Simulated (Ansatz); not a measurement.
## BAs: from a starting cell to a relaxed one

The start is a generated cell, BAs built in the zincblende structure type. A full variable-cell relaxation at zero pressure is run with PBEsol (plane waves to 420 eV, PAW, scalar-relativistic; Ansatz, a quantum-chemistry and plane-wave program). First-step values are on the input's coarse k-mesh.

Ansatz input (later rounds restart from its end on a renewed k-mesh):
Ansatz 0.2 input:
```yaml
crystal:
  lattice:
    - [0, 2.42296, 2.42296]
    - [2.42296, 0, 2.42296]
    - [2.42296, 2.42296, 0]
  atoms:
    - { symbol: As, position: [0.75, 0.75, 0.75] }
    - { symbol: B, position: [0, 0, 0] }
basis: { ecutwfc: 420, ecutrho_ratio: 4, xc_grid: 2, fft_grid_basis: typed }
kpoints: { mp_grid: { grid: [8, 8, 8] } }
hamiltonian:
  xc: pbesol
  dispersion: none
  pseudopotentials: { kind: paw }
scf: { occupations: { method: fermi_dirac, width: 0.05 } }
relax: { f_tol: 0.01, max_steps: 100, cell: { stress_tol: 0.02 } }
output: { forces: true, stress: true }
```

```json
{
  "initial_pressure": "-6.2 GPa (negative: the cell is under tension)",
  "outcome": "The space group stays F-43m (No. 216) (the run could not lower it); the end is zinc blende type, with 2 atoms in the primitive cell",
  "volume_change": "-4.8 %, from 14.22 to 13.55 Å³/atom",
  "Shortest distances (start → end)": "The closest pairs of elements (up to four, under 3.6 Å), start → end: As–B 2.10 → 2.06 Å; As–As 3.43 → 3.37 Å; B–B 3.43 → 3.37 Å",
  "band_gap_at_the_end": "1.08 eV, indirect (valence top at Γ, conduction bottom at 82 % of the way from Γ to X) (no spin-orbit coupling)",
  "optimiser_moves": "4"
}
```

The end point of the relaxation:

```cif
data_As4B4
_chemical_formula_sum 'As4 B4'
_space_group_name_H-M_alt 'F-43m'
_space_group_IT_number 216
_space_group_name_Hall 'F -4 2 3'
_cell_length_a 4.76787
_cell_length_b 4.76787
_cell_length_c 4.76787
_cell_angle_alpha 90.000
_cell_angle_beta 90.000
_cell_angle_gamma 90.000
loop_
_atom_site_label
_atom_site_type_symbol
_atom_site_symmetry_multiplicity
_atom_site_Wyckoff_symbol
_atom_site_fract_x
_atom_site_fract_y
_atom_site_fract_z
_atom_site_occupancy
As1 As 4 c 0.25000 0.25000 0.25000 1
B1 B 4 a 0.00000 0.00000 0.00000 1
```
(The calculation used a cell of 2 atoms; values per cell refer to that cell.)

Final values are on a 12×12×12 k-mesh of the relaxed cell. No spin polarisation in the result.

The run could not lose the symmetry of its start; a randomly shaken copy of 2 atoms returns to this structure.

All atoms sit on sites fixed by symmetry, so only the cell could relax.
